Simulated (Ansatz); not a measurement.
The start is a generated cell, TiOs placed in the AFLOW prototype AB_cF16_227_a_b (B32, as in NaTl). A full variable-cell relaxation at zero pressure is run with PBEsol (plane waves to 420 eV, PAW, scalar-relativistic; Ansatz, a program for electronic structure). First-step values are on the input's coarse k-mesh.

Ansatz input (later rounds restart from its end on a renewed k-mesh):
Ansatz 0.2 input:
```yaml
crystal:
  lattice:
    - [0, 3.08463, 3.08463]
    - [3.08463, 0, 3.08463]
    - [3.08463, 3.08463, 0]
  atoms:
    - { symbol: Os, position: [0.75, 0.75, 0.75] }
    - { symbol: Os, position: [0.5, 0.5, 0.5] }
    - { symbol: Ti, position: [0, 0, 0] }
    - { symbol: Ti, position: [0.25, 0.25, 0.25] }
basis: { ecutwfc: 420, ecutrho_ratio: 4, xc_grid: 2, fft_grid_basis: typed }
kpoints: { mp_grid: { grid: [9, 9, 9] } }
hamiltonian:
  xc: pbesol
  dispersion: none
  pseudopotentials: { kind: paw }
scf: { occupations: { method: fermi_dirac, width: 0.05 } }
relax: { f_tol: 0.01, max_steps: 100, cell: { stress_tol: 0.02 } }
output: { forces: true, stress: true }
```

| Property | Value |
|---|---|
| Initial pressure | -4.2 GPa (negative: the cell is under tension) |
| Energy released | under 0.01 eV/atom |
| Volume change | -1.7 %, from 14.68 to 14.43 Å³/atom |
| Shortest distances (start → end) | The closest pairs of elements (up to four, under 3.6 Å), start → end: Os–Ti 2.67 → 2.66 Å; Os–Os 2.67 → 2.66 Å; Ti–Ti 2.67 → 2.66 Å |
| Band gap at the end | zero (metallic) |
| Optimiser moves | 5 |

Relaxed structure:

Space group Fd-3m, origin choice 1 (No. 227); a = 6.1347 Å, b = 6.1347 Å, c = 6.1347 Å, α = 90.00°, β = 90.00°, γ = 90.00°

| atom | site | symmetry | x | y | z |
|---|---|---|---|---|---|
| Os | 8a | -43m | 0.0000 | 0.0000 | 0.0000 |
| Ti | 8b | -43m | 0.5000 | 0.5000 | 0.5000 |
(The calculation used a cell of 4 atoms; values per cell refer to that cell.)

Final values are on a 13×13×13 k-mesh of the relaxed cell. No spin polarisation in the result.

The run could not lose the symmetry of its start, so the end can be a saddle point.

All atoms sit on sites fixed by symmetry, so only the cell could relax.

The relaxed structure here is a generated cell of TiOs: the first start was made by placing the elements on the sites of a structure type, and the end was not matched to a known phase here, so it may be hypothetical.
